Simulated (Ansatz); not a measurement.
Data:

Ca (fcc, Cu type), conventional cell a = 5.5685 Å, b = 5.5685 Å, c = 5.5685 Å, α = 90.00°, β = 90.00°, γ = 90.00°. The calculation uses the primitive cell of 1 atom, to which meshes and values per cell refer.

Equation-of-state scan: isotropic scaling of the cell above, V₀ being its volume. Symmetry pins the atoms to their sites.

The numbers are results of r2SCAN (plane waves to 500 eV, PAW, scalar-relativistic; Ansatz, a quantum-chemistry and plane-wave program), not measurements. k mesh 15×15×15 (Γ-centred), Fermi-Dirac smearing 0.05 eV. The energy includes the smearing's −TS. Stress and pressure are positive under compression. Ca was relaxed with its symmetry unable to fall. The zero of ΔE is the relaxed starting cell.

The scan covers V/V₀ from 0.940 to 1.060 in 13 points.

### Question
What pressure does the cell carry at V/V₀ = 0.940?

### Answer
1.2 GPa.

### Question
What is ΔE at V/V₀ = 1.060?

### Answer
8 meV/atom.

(Under strain, the slope of the energy per volume gives the stress and its curvature an elastic modulus.)
